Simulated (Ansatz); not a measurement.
Relaxed-ion elastic tensor of AlGa3As4 in space group P-4m2 (No. 115; Pearson symbol tP8) in GPa (Voigt order), r²SCAN (plane waves, PAW; program Ansatz); density 4.88 g/cm³, 22.77 Å³ per atom.

```
 144  24.3  51.4   0.0   0.0   0.0
24.3   144  51.4   0.0   0.0   0.0
51.4  51.4   117   0.0   0.0   0.0
 0.0   0.0   0.0  59.7   0.0   0.0
 0.0   0.0   0.0   0.0  59.7   0.0
 0.0   0.0   0.0   0.0   0.0  32.9
```

Q: Is the crystal mechanically stable?

A: Yes: the smallest eigenvalue of C is 32.9 GPa.

Q: Work out the Voigt, Reuss and Hill averages.

A: K_V = 73.4, K_R = 73.4, K_H = 73.4; G_V = 49.0, G_R = 45.0, G_H = 47.0 GPa.

Q: Give Young's modulus, Poisson's ratio, Pugh's ratio and the universal anisotropy index.

A: E = 9KG/(3K + G) = 116 GPa; ν = 0.24; K/G = 1.56 (brittle by the Pugh limit of 1.75); A_U = 5G_V/G_R + K_V/K_R − 6 = 0.44.

Q: Estimate the sound speeds and the Debye temperature.

A: v_l = √((K + 4G/3)/ρ) = 5280 m/s, v_t = √(G/ρ) = 3100 m/s, mean 3440 m/s; Θ = (h/k)(3n/4πV)^(1/3) v_m = 361 K.

Q: How much does each axis shrink under pressure?

A: Linear compressibilities β_i = Σ_j S_ij (j = 1 to 3): x 4.5, y 4.5, z 4.6 per TPa.

The start of the workflow was typed in or built on a structure type; neither database checked (COD, Materials Project) lists it. Its standing as an ambient phase is unchecked. Symmetry was held in the r²SCAN relaxation; whether a distortion lowers the energy is not shown.

Potentials: the earlier of the program's two PAW sets.
